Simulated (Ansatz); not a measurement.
The cell below belongs to a search over invented structures; it isn't taken from experiment.

Input and command of a plane-wave DFT calculation in Ansatz:

```yaml
crystal:
  lattice:
    - [3.22277334, 1.86066906, 5.52776239]
    - [-3.22277334, 1.86066906, 5.52776239]
    - [0.0, -3.72133812, 5.52776239]
  atoms:
    - { symbol: Al, position: [0.08949072, 0.08949072, 0.08949072] }
    - { symbol: Al, position: [0.91050928, 0.91050928, 0.91050928] }
    - { symbol: Ga, position: [0.5, 0.5, 0.0] }
    - { symbol: Ga, position: [0.0, 0.5, 0.5] }
    - { symbol: Ga, position: [0.5, 0.0, 0.5] }
    - { symbol: Sb, position: [0.0, 0.0, 0.5] }
    - { symbol: Sb, position: [0.5, 0.0, 0.0] }
    - { symbol: Sb, position: [0.0, 0.5, 0.0] }
basis:
  ecutwfc: 420
kpoints:
  mp_grid: { grid: [3, 3, 3] }
hamiltonian:
  xc: pbe
scf:
  occupations: { method: gaussian, width: 0.2 }
  lower_state_search: "off"
output:
  forces: true
  stress: true
  eigenvalues: true
relax:
  adjacent_minimum: "off"
  f_tol: 0.08
  max_steps: 16
  cell: { stress_tol: 0.8 }
```

```bash
ansatz run input.yaml --threads 1 --pin off --max-ram 2560MiB --backend cpu --events-out ev --progress --plain --runs-dir out
```

Processor: Arm Neoverse V2, 1 thread, on a host shared with other jobs.

Q: How long does it run, and how much memory does it take?

A: About 72 s, peak memory 0.53 GiB. It solves 54 bands at 6 k points (after reduction by symmetry) with about 4301 plane waves (on the last cell), in 79 SCF iterations over 13 ionic steps.
